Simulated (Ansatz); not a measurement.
MgZn₃S₄ in space group C2 (No. 5; Pearson symbol mS64), plane-wave PAW r²SCAN (Ansatz code). The conduction-band minimum lies at Γ, with 1 equivalent valley. Second derivatives d²E/dk² of the lowest band at one valley (eV·Å²), along Cartesian directions:

```
direction  d²E/dk²
---------  -------
[100]        35.43
[010]        34.30
[001]        26.93
[110]        34.87
[101]        31.45
[011]        30.62
```

Find the principal effective masses, the density-of-states mass and the conductivity mass.

Off-diagonal terms follow from H_xy = H[110] − (H_xx + H_yy)/2, and m*/mₑ = 7.620 eV·Å² over each eigenvalue: 0.22, 0.22, 0.28. One valley's DOS mass (m₁m₂m₃)^(1/3) = 0.24, conductivity mass 3/(Σ 1/mᵢ) = 0.24 mₑ.

What effective density of states Nc follows at 300 K for parabolic valleys?

Nc = 2.509e19 × 1 × (0.24)^(3/2) ≈ 3.0e18 cm⁻³.

The start of the workflow was typed in or built on a structure type; neither database checked (COD, Materials Project) lists it. Whether it is the stable phase at ambient conditions was not checked. The r²SCAN relaxation kept the symmetry of its start; whether a distortion lowers the energy is not shown.

Potentials: the later of the program's two PAW sets.

Edges and masses are those of Kohn–Sham bands, whose gap is no quasiparticle gap.
